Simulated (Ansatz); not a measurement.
LiH:
```xyz
2
Lattice="0.0000 2.0027 2.0027 2.0027 0.0000 2.0027 2.0027 2.0027 0.0000" Properties=species:S:1:pos:R:3 pbc="T T T"
Li     0.0000     0.0000     0.0000
H      2.0027     2.0027     2.0027
```

Relaxed with r²SCAN.

Q: Decompose the optical modes at the zone centre into irreducible representations, and say which are infrared and Raman allowed.

A: Point group m-3m: Γ_opt = T1u. Infrared: T1u. Raman: none.

Q: Assign frequencies (DFPT, r²SCAN (plane waves, PAW; program Ansatz); without the LO–TO term).

A: T1u 605 cm⁻¹.

Space group Fm-3m (rock salt). Symmetry was held in the r²SCAN relaxation; phonons on a q-mesh show no instability.

Potentials: the later of the program's two PAW sets.
